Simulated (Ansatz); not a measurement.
## MnSn$_{2}$: zone-centre modes

Method: Ansatz 0.2.0, DFT PBEsol, scalar-relativistic, plane waves, PAW. The runs took a 420 eV cutoff, a Γ-centred 12×12×12 mesh and Gaussian smearing (0.15 eV). Collinear spins, started from moments 2.4, 2.4, 0.0, 0.0, 0.0, 0.0 μB in atom order; the magnetic state may not be the lowest.

The undisturbed cell (relaxed at this level; it needn't be the usual structure):

```
CELL_PARAMETERS angstrom
-3.25303 3.25303 2.65944
3.25303 -3.25303 2.65944
3.25303 3.25303 -2.65944
ATOMIC_POSITIONS crystal
Mn 0.75000 0.75000 0.00000
Mn 0.25000 0.25000 0.00000
Sn 0.16448 0.66448 0.82896
Sn 0.66448 0.83552 0.50000
Sn 0.83552 0.33552 0.17104
Sn 0.33552 0.16448 0.50000
```

Harmonic modes by finite displacements of 0.02 Å, without the LO–TO term.

Task: At this geometry, is the structure stable against these modes?

Result: Yes: no mode is imaginary beyond 10 cm⁻¹, and only the three translations lie near zero.

Task: List the wavenumbers in cm⁻¹.

Result: 0, 0, 0, 100, 110, 110, 121, 126, 134, 134, 141, 145, 148, 211, 211, 216, 216, 231.

Cost: 1 run of about 14 core-minutes, on AMD EPYC 9R45 (Zen 5) (shared hosts).